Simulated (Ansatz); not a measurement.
# 209Bi NMR of the central transition in Bi2Se3

Cell: an entry of the Crystallography Open Database (COD), its atoms then relaxed with PBE in this cell.

```
CELL_PARAMETERS angstrom
2.07150 1.19598 9.54533
-2.07150 1.19598 9.54533
0.00000 -2.39196 9.54533
ATOMIC_POSITIONS crystal
Bi 0.40061 0.40061 0.40061
Bi 0.59939 0.59939 0.59939
Se 0.00000 0.00000 0.00000
Se 0.21115 0.21115 0.21115
Se 0.78885 0.78885 0.78885
```

Atom numbers follow the list; atoms alike are taken as one site, whose name carries the number of the first.

The numbers come from a DFT calculation in Ansatz (PBE, plane waves and PAW, with spin–orbit coupling, 420 eV cutoff, Γ-centred 9×9×9 k-points, Fermi–Dirac smearing 0.02 eV).

209Bi has I = 9/2 and Q = -516.0 mb (Pyykkö 2018); at 9.4 T its Larmor frequency is ν₀ = 65.4 MHz (from the bare nuclear moment; shielding lowers the observed one by a per cent or two). Only the quadrupole interaction is simulated: positions count from each site's isotropic chemical shift, and J coupling is left out, as are shift anisotropy and dipolar coupling, which fast spinning averages.

Task: Simulate the second-order pattern (fast magic-angle spinning, Gaussian broadening 0.008 kHz) of site Bi (6 Se at 2.86–3.07 Å).

Result: The calculation gives C_Q = 2.57 MHz and η = 0.00, so ν_Q = 0.107 MHz and the centre of gravity lies at -2.15 ppm (-0.140 kHz).

(offset (kHz), height): (-0.3661, 0), (-0.3575, 0), (-0.3489, 3), (-0.3403, 4), (-0.3317, 4), (-0.3231, 4), (-0.3145, 5), (-0.3059, 5), (-0.2973, 5), (-0.2887, 5), (-0.2801, 5), (-0.2715, 5), (-0.2629, 5), (-0.2543, 5), (-0.2457, 6), (-0.2371, 6), (-0.2285, 9), (-0.2199, 68), (-0.2113, 69), (-0.2027, 47), (-0.1941, 40), (-0.1855, 36), (-0.1769, 35), (-0.1683, 32), (-0.1597, 32), (-0.1511, 32), (-0.1425, 31), (-0.1339, 31), (-0.1253, 32), (-0.1167, 33), (-0.1081, 34), (-0.0995, 36), (-0.0909, 39), (-0.0823, 42), (-0.0737, 49), (-0.0651, 61), (-0.0565, 100), (-0.0479, 66), (-0.0393, 1), (-0.0307, 0)

An axis of threefold or higher order runs through Bi, so V_zz lies along it and η is zero.

Newer work puts Q(²⁰⁹Bi) near −420 mb, which would lower these couplings by about a fifth. With a gap of 0.3 eV on this mesh, small gradients can still move by 0.1 × 10²¹ V/m² or more as the k-mesh gets denser.

Hardware: 4 threads of Arm Neoverse N1 (aarch64; 8 cores open to the job, memory cap 8.0 GiB, no GPU), a shared host with a load of 0.3 a core. Wall time 2 min, CPU time 7.9 min, peak memory 2.2 GiB.
